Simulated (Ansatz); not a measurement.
# Ru (P6_3/mmc): elasticity against pressure

```xyz
2
Lattice="2.6917 0.0000 0.0000 -1.3459 2.3311 0.0000 0.0000 0.0000 4.2478" Properties=species:S:1:pos:R:3 pbc="T T T"
Ru    0.0000    1.5541    1.0619
Ru    1.3459    0.7770    3.1858
```

This is the zero-pressure cell. At each pressure cell and atoms are relaxed in this structure, and the constants are slopes of the stress at strains of ±0.005 with relaxed ions (the coefficients that govern stability under load). Level: PBEsol, PAW on Ansatz 0.2.0's default frozen-core files (fitted under PBE), scalar-relativistic; k mesh 20×20×12, strains of ±0.005, Fermi-Dirac smearing of 0.100 eV, cutoff 420 eV. P is the pressure of the relaxed cell, less that of this one.

```
P (GPa)    V/V₀  C11 (GPa)  C12 (GPa)  C13 (GPa)  C33 (GPa)  C44 (GPa)
   0.00  1.0000      629.3      201.3      187.8      707.8      205.1
   0.97       ?          ?          ?          ?          ?          ?
   1.95  0.9944      644.2      208.3      193.9      723.8      208.8
   3.98  0.9889      659.4      215.6      200.2      740.5      212.6
   7.00  0.9809      681.7      226.3      209.6      764.8      218.1
  10.02  0.9732      703.8      237.0      218.9      788.9      223.5
  15.00  0.9613      739.6      254.3      234.0      827.9      232.2
```

**Question.** Does the bulk modulus from the constants agree with the pressure-volume curve?

**Answer.** A third-order Birch-Murnaghan fit to the volumes shown (F against f, f = [(V₀/V)^(2/3) − 1]/2) gives B₀ = 345.9 GPa and B′ = 4.8. Its −V dP/dV stands beside the Reuss value 1/ΣS_ij (i, j ≤ 3):

| P (GPa) | from P(V) | from the constants |
| --- | --- | --- |
| 0.00 | 345.9 | 346.1 |
| 1.95 | 355.3 | 355.4 |
| 3.98 | 364.9 | 365.1 |
| 7.00 | 379.2 | 379.3 |
| 10.02 | 393.4 | 393.4 |
| 15.00 | 416.5 | 416.3 |

**Question.** What are the pressure derivatives at zero pressure?

**Answer.** Slopes at V₀ of quadratic fits in −ln(V/V₀) through the first four rows shown, divided by B₀: dC11/dP = 7.6, dC12/dP = 3.6, dC13/dP = 3.1, dC33/dP = 8.3, dC44/dP = 1.9. The mean slopes up to 4.0 GPa are 7.5, 3.6, 3.1, 8.2, 1.9; curvature and scatter of the constants part the two.

**Question.** Fill the row at 0.97 GPa.

**Answer.** Cubic fits in −ln(V/V₀) through all rows shown give C11 = 636.7, C12 = 204.8, C13 = 190.8, C33 = 715.8, C44 = 206.9 GPa. Computed: V/V₀ = 0.9972, C11 (GPa) = 636.7, C12 (GPa) = 204.8, C13 (GPa) = 190.8, C33 (GPa) = 715.8, C44 (GPa) = 206.9.

**Question.** Does a shear stiffness soften?

**Answer.** C44 goes from 205.1 to 232.2 GPa; (C11 − C12)/2 goes from 214.0 to 242.6 GPa. Neither ends more than 3 % under its start, and the lattice stays mechanically stable over this range.

Keep in mind: no other phase was computed; many crystals of this kind change structure within this range, and rows or crossings beyond such a change describe a metastable lattice; frozen-core PAW files fitted under PBE, their cores solved anew for the functional of the run; responses of metals move with mesh and smearing; elastic stability says nothing of phonons or of other phases; phonons weren't checked at these pressures.
